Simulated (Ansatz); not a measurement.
# Formation energy of ReS (NiAs-type structure)

Method: PBEsol, scalar-relativistic; collinear spin; PAW, 420 eV, 10×10×6 k-mesh, Gaussian smearing of 0.05 eV; code Ansatz; PAW files: Ansatz's generated set soft_2.

The structure was built from a prototype; whether the compound forms in it isn't claimed.

It takes space group P6_3/mmc (No. 194, hexagonal). The conventional cell has a = 3.534 Å, b = 3.534 Å, c = 5.346 Å, α = 90.00°, β = 90.00°, γ = 120.00°. Re (site symmetry -3m) is surrounded by 6 S at 2.44 Å and 2 Re at 2.67 Å. S (site symmetry -6m2) is surrounded by 6 Re at 2.44 Å. (Neighbours are counted to 15 % beyond the shortest distance.)

The elements were computed in their standard states with the same datasets, cutoff and functional. Total energies depend on the potentials used, so only differences within one code and one set of settings carry meaning.

Energy of the relaxed cell (4 atoms, smearing extrapolated to zero): -23242.986 eV. Elements, in eV/atom: Re -10737.247, S -884.892.

What is the formation energy?

[-23242.986 − (2 × -10737.247 + 2 × -884.892)] / 4 = 0.32 eV/atom, or 31 kJ per mole of atoms.

The value is for 0 K, without zero-point energy. Uncorrected semilocal values for oxides, chalcogenides and halides often miss by tenths of an eV an atom. A positive value means that this structure is unstable even against the elements at this level.

These numbers lack spin–orbit coupling. The starting moments died out; a magnetic state reached from other starts isn't excluded.
